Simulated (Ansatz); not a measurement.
# Data sheet: BeTe (DFT)

BeTe:
```
BeTe
1.0
    3.91153     0.00000     0.00000
   -1.95577     3.38749     0.00000
    0.00000     0.00000     6.46347
Be Te
2 2
Cartesian
  1.95577   1.12916   3.23700
  0.00000   2.25833   0.00527
  1.95577   1.12916   5.65027
  0.00000   2.25833   2.41854
```

Space group P6_3mc (No. 186), wurtzite; conventional cell a = b = 3.9115 Å, c = 6.4635 Å, α = β = 90.00°, γ = 120.00°.

Method: LDA in the plane-wave PAW code Ansatz. Structure relaxed to zero pressure with the same functional. Other levels are named where they apply.

Cell and energy:

```json
{
 "volume_per_atom": "21.41 Å³",
 "density": "5.30 g/cm³",
 "Formation energy from the elements (no fitted shifts)": "-0.36 eV/atom"
}
```

Electronic structure:

```json
{
  "band_gap": "2.06 eV (indirect)",
  "valence_band_maximum": "at Γ",
  "conduction_band_minimum": "at K (2 equivalent valleys)",
  "smallest_direct_gap_on_the_standard_path": "2.85 eV",
  "electron_effective_mass": "0.27, 0.45, 0.45 mₑ (principal values)",
  "Hole effective mass, band 1 of 2 at the edge": "0.85 along x, 0.78 along z (mₑ)",
  "Hole effective mass, band 2 of 2 at the edge": "0.16 along x, 0.78 along z (mₑ)"
}
```

Mechanics:

```json
{
  "Bulk modulus (Birch–Murnaghan fit)": "63.5 GPa",
  "Pressure derivative B′": "4.0",
  "Elastic constants (relaxed ions, GPa)": "C11 = 126, C12 = 37.6, C13 = 24.4, C33 = 147, C44 = 35.2",
  "mechanical_stability": "stable (all eigenvalues of C positive)",
  "hill_bulk_and_shear_moduli": "63.6 and 43.0 GPa",
  "Young's modulus": "105 GPa",
  "Poisson's ratio": "0.22",
  "debye_temperature_from_the_elastic_constants": "338 K",
  "Piezoelectric stress constants (proper, relaxed ions, C/m²)": "e15 = e24 = 0.07, e31 = e32 = 0.09, e33 = -0.28"
}
```

Phonons:

```json
{
  "Highest zone-centre frequency (without LO–TO term)": "520 cm⁻¹",
  "zone_centre_stability": "no imaginary mode at Γ"
}
```

The workflow started from a Materials Project entry (that database holds measured and hypothetical structures alike); the Crystallography Open Database copy checked does not list it. COD files the formula under space group No. 216. Whether it is the stable phase at ambient conditions was not checked. The LDA relaxation kept the symmetry of its start. Signs of piezoelectric constants follow the polarity of the cell as given. The references are the lowest solids computed at this level, not always the standard phases. Scalar-relativistic: spin–orbit coupling is off unless named, which matters more the heavier the elements.

Potentials: the later of the program's two PAW sets.
